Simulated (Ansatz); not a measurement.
The relaxed structure here is a generated cell of B: the first start was made by placing the elements on the sites of a structure type, and the end was not matched to a known phase here, so it may be hypothetical.

A trial cell of B was relaxed with r2SCAN (plane waves to 500 eV, PAW, scalar-relativistic; Ansatz, a quantum-chemistry and plane-wave program).

Before: Fddd, origin choice 1 (No. 70), oF8; a = 2.0523 Å, b = 3.7478 Å, c = 6.6027 Å, α = 90.00°, β = 90.00°, γ = 90.00°.

After relaxation:

Simulated powder pattern, Cu Kα, λ = 1.54184 Å (kinematic, ideal powder, no thermal factors, no anomalous dispersion; the 24 strongest lines at most, above 1 %, up to 2θ = 90°):

```
2θ (°)  I/Imax (%)
------  ----------
43.46          100
67.06           22
68.42           41
70.86          9.2
85.90           12
```

**Question.** Identify the relaxed structure from its pattern: crystal system, space group and cell.

**Answer.** Tetragonal, I4₁/amd, origin choice 1 (No. 141), tI4; a = b = 2.2630 Å, c = 5.3194 Å, α = β = γ = 90.00°. Sites: B 4a (0.000, 0.000, 0.000).

**Question.** Index the strongest lines.

**Answer.** 43.46° (101), 67.06° (103), 68.42° (112), 70.86° (004), 85.90° (200).

No spin polarisation in the result.

The run could not lose the symmetry of its start, so the end can be a saddle point.

All atoms sit on sites fixed by symmetry, so only the cell could relax.
